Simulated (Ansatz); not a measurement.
# Field gradients of CdSe from run to run

Cell of run 1: a COD entry (the entry's cell lengths or inner coordinates differ somewhat from later room-temperature determinations), atoms as given.

```cif
data_structure
_symmetry_space_group_name_H-M 'P 1'
_symmetry_Int_Tables_number 1
_cell_length_a 4.3000
_cell_length_b 4.3000
_cell_length_c 7.0200
_cell_angle_alpha 90.000
_cell_angle_beta 90.000
_cell_angle_gamma 120.000
_cell_volume 112.41
loop_
_atom_site_label
_atom_site_type_symbol
_atom_site_fract_x
_atom_site_fract_y
_atom_site_fract_z
_atom_site_occupancy
Cd1 Cd 0.33333 0.66667 0.00000 1
Cd2 Cd 0.66667 0.33333 0.50000 1
Se3 Se 0.33333 0.66667 0.38500 1
Se4 Se 0.66667 0.33333 0.88500 1
```

Sites (sets of like atoms) are named by element and the number of their first atom in this list.

Relaxed positions (PBE, cell held):

```
CELL_PARAMETERS angstrom
4.30000 0.00000 0.00000
-2.15000 3.72391 0.00000
0.00000 0.00000 7.02000
ATOMIC_POSITIONS crystal
Cd 0.33333 0.66667 0.00486
Cd 0.66667 0.33333 0.50486
Se 0.33333 0.66667 0.38014
Se 0.66667 0.33333 0.88014
```

All runs are DFT with Ansatz 0.2.0 (plane waves and PAW, scalar-relativistic unless spin–orbit coupling is named, Γ-centred meshes, Fermi–Dirac smearing where given) in this cell.

Run 1: PBE, atoms as given; 420 eV, 8×8×4 k-points, smearing 0.02 eV.
Run 2: PBE, atoms relaxed; 420 eV, 8×8×4 k-points, smearing 0.02 eV.
Run 3: r2SCAN, at the relaxed atoms; 500 eV, 8×8×4 k-points, smearing 0.02 eV.
Run 4: PBE with spin–orbit coupling, at the relaxed atoms; 420 eV, 8×8×4 k-points, smearing 0.02 eV.
Run 5: PBE, at the relaxed atoms; 550 eV, 8×8×4 k-points, smearing 0.02 eV.

Problem. What does each run give, and what moves the gradients most?

Solution. 

| run | Cd V_zz (η) | Se V_zz (η) |
| --- | --- | --- |
| 1 | 3.00 (0.00) | -1.63 (0.00) |
| 2 | 0.078 (0.00) | 0.27 (0.00) |
| 3 | 0.11 (0.00) | 0.29 (0.00) |
| 4 | 0.077 (0.00) | 0.27 (0.00) |
| 5 | 0.075 (0.00) | 0.27 (0.00) |

V_zz in 10²¹ V/m². Against run 1, the gradient tensors on these sites move by at most 2.92 in run 2 (Cd), 2.89 in run 3 (Cd), 2.92 in run 4 (Cd), 2.92 in run 5 (Cd). Taken one at a time, the positions of the atoms (as given or relaxed) move the tensors on these sites by up to 2.92 (largest principal value of the change, on Cd), the functional (r2SCAN with its higher cutoff) by 0.03 (Cd), the cutoff by 0.01, spin–orbit coupling by 0.00.

In runs 2, 4, 5 the gap is small for the k-mesh or the smearing, and small gradients can still move by 0.1 × 10²¹ V/m² or more. In run 1 the atoms aren't at the calculated equilibrium (largest force 0.28 eV/Å).
